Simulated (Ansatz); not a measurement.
VN2: how the energy converges with the cutoff

VN2, P1, a = 3.974 Å, b = 3.956 Å, c = 3.960 Å, α, β, γ = 113.9°, 112.9°, 102.8°. Ansatz: PBEsol, PAW, cutoff varied, Γ-centred 10×10×10 mesh on 6 atoms, Gaussian smearing 0.10 eV; no spin polarisation. Single points at one geometry with displaced atoms, the cutoff alone changed; ΔE is the energy at zero smearing over the run at 600 eV. The runs up to 350 eV lie under the cutoff recommended for these PAW datasets.

```
cutoff (eV)  ΔE (meV/atom)
        200        4346.77
        250        1163.09
        300         258.98
        350              ?
        420           3.92
```

Problem. Assume ΔE falls exponentially with the cutoff, fit y = ln ΔE against x, the cutoff in eV, to the other rows, and predict the missing value.

Solution. y = 8.377, 7.059, 5.557, 1.366. Means x = 292.5, y = 5.5898; Σ(Δx)² = 26675, ΣΔxΔy = -859.0; the slope is their ratio. y = 15.01 − 0.03220 x, a factor of ten per 72 eV. At 350 eV this gives ΔE = 42.10 meV/atom. The run gave 47.85, a ratio of 0.88. Between neighbouring rows the decay runs from a factor of ten per 64 eV to one per 87 eV, so one exponential is only a rough guide.

Cost: 6 runs of about 10 core-minutes in all, on Intel Xeon Processor @ 2.50GHz (Skylake/Cascade Lake) (shared hosts).